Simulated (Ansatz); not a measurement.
73Ge nuclear quadrupole resonance in NiGe

Cell: a computed structure from the Materials Project (it need not be an observed phase).

Space group Pnma (No. 62); a = 5.3297, b = 3.4509, c = 5.7707 Å.

```csv
site,Wyckoff,site symmetry,x,y,z
Ni,4c,.m.,0.5055,0.2500,0.6907
Ge,4c,.m.,0.6897,0.2500,0.0870
```

One atom of each set is listed.

Level of theory: DFT, PBE, plane waves and PAW, scalar-relativistic, collinear spin, 420 eV cutoff, Γ-centred 6×10×6 k-points, Fermi–Dirac smearing 0.05 eV (Ansatz 0.2.0). Start moments as typed (μB): 1.5 on each Ni, none on the rest.

73Ge: I = 9/2, Q = -196.0 mb (year-2017 value). Static lattice, zero field.

Q: At which frequencies do the 73Ge NQR lines lie?

A: For I = 9/2 and η = 0 the lines are |C_Q|/24 times 1, 2, 3 and 4; η shifts the lowest up most. At large η the states mix, and weaker lines appear at sums of the main ones; lines under 5 % of the strongest are left out.

```csv
site,atoms,V_zz (10²¹ V/m²),C_Q (MHz),η,line frequencies (MHz)
Ge,4,5.86,-27.7,0.95,"2.77, 2.92, 4.07, 4.27, 5.69"
```

At this cell the PBE pressure is 5 GPa, so with PBE the cell would grow if it were relaxed. The entry's cell may itself be off. With no gap above 0.1 eV, as in a metal, the gradients converge slowly in k; expect changes of a tenth or more on a denser mesh. The start moments die out, and the run ends without spin.
